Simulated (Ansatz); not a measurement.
CdTe (wurtzite, space group No. 186), LDA (plane waves, PAW; program Ansatz), all energies at zero smearing, with the estimated change up to a 700 eV cutoff added, with one set of potentials and settings (totals compare only within such a set). Cell of 4 atoms (2 Cd, 2 Te): -29891.876 eV.

| element | reference phase | E (eV/atom) |
|---|---|---|
| Cd | P6_3/mmc, 2 atoms in the cell | -8117.9502 |
| Te | P3_121, 3 atoms in the cell | -6827.2741 |

Formation energy per atom, worked out: (-29891.876 − 2×(-8117.9502) − 2×(-6827.2741))/4 = -0.357 eV/atom (-34 kJ per mol of atoms), at 0 K, without zero-point energy or fitted corrections.

Space group P6_3mc (wurtzite). The first step of the workflow began from a Materials Project structure, measured or hypothetical; the Crystallography Open Database copy checked does not list it. It is not the phase usual at ambient conditions (space group No. 216). The LDA relaxation kept the symmetry of its start; whether a distortion lowers the energy is not shown. The references are the lowest solids computed at this level, not always the standard phases. Spin–orbit coupling is left out wherever it is not named.

Potentials: the earlier of the program's two PAW sets. The files were generated under PBE; for other functionals the program regenerates the frozen cores, and for LDA and PBEsol the local potential too.
